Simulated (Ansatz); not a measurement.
Input:

AlRh:
```
CELL_PARAMETERS angstrom
      2.97735     0.00000     0.00000
      0.00000     2.97735     0.00000
      0.00000     0.00000     2.97735
ATOMIC_POSITIONS crystal
  Al 0.00000 0.00000 0.00000
  Rh 0.50000 0.50000 0.50000
```

This is the r²SCAN-relaxed structure.

Task: All from the program Ansatz at the r²SCAN level (PAW), unless another level is named. Predict the density of states at the Fermi level.

Result: 0.21 states/eV per atom (mean over ±0.08 eV).

Task: Give the formation energy from the elements (no fitted shifts).

Result: -1.17 eV/atom.

Space group Pm-3m (CsCl type). The workflow started from a Materials Project entry (that database holds measured and hypothetical structures alike); the Crystallography Open Database copy checked does not list it. With Al and Rh taken as one species the cell has the higher symmetry Im-3m, so it may be an ordered model of a mixed-site phase. Whether it is the stable phase at ambient conditions was not checked. Symmetry was held in the r²SCAN relaxation; its stability against distortions is not shown here. No spin polarisation was allowed. The references are the lowest solids computed at this level, not always the standard phases. Scalar-relativistic: spin–orbit coupling is off unless named, which matters more the heavier the elements.

Potentials: the later of the program's two PAW sets.
